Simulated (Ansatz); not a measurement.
# LuSi$_{2}$Os$_{2}$: reading a single point

```yaml
crystal:
  lattice:
    - [0.01906, 4.08837, -0.07310]
    - [4.12886, 0.01906, 0.02210]
    - [2.04828, 2.13865, -4.72743]
  atoms:
    - { symbol: Os, position: [0.69815, 0.23296, 0.56065] }
    - { symbol: Os, position: [0.26591, 0.69516, 0.53060] }
    - { symbol: Lu, position: [0.01167, 0.99318, 0.07048] }
    - { symbol: Si, position: [0.39773, 0.36824, 0.26931] }
    - { symbol: Si, position: [0.61896, 0.61663, 0.73729] }
```

Method: r2SCAN, collinear spin; PAW, plane waves to 500 eV, 5×5×4 (shifted by 0.5, 0.5, 0 steps) mesh, fermi-dirac occupations (width 0.0105 eV) (Ansatz 0.2.0), atoms fixed.

The state carries no moments; the state need not be the lowest.

- Charges: Bader charges in e: Lu +1.75, Si +0.52 to +1.34, Os -1.82 to -1.79. In the mean Lu gives up most and Os takes most.
- Forces: The largest is on Si5: 7.20 eV/Å, components (3.72, 3.43, -5.12). It makes 140° with the line to a nearest neighbour, Os1 at 2.11 Å, pointing away from it.
- Electronic structure: It is a metal, with about 2.3 states/eV a cell as the mean within 0.25 eV of the Fermi level, mostly Os d (49 %), Lu d (22 %) and Si p (13 %).
- Stress: The pressure is 18.8 GPa (compression positive), so with the atoms held at these fractions the cell would first expand; the forces are large, so a full relaxation may end otherwise. The principal stresses 2.8, 22.4, 31.2 GPa differ, so its shape would change too.
- Formation energy: -0.34 eV an atom against the elements' usual phases (free molecules for gases, crystals otherwise, with no correction for O₂ or N₂), so it is bound against them; other compounds may still compete. Relaxing would lower it.

Origin: a strained cell with displaced atoms, so it need not be a known compound. Caveats: the k mesh is coarse if the cell is a metal; atoms or cell far from equilibrium.
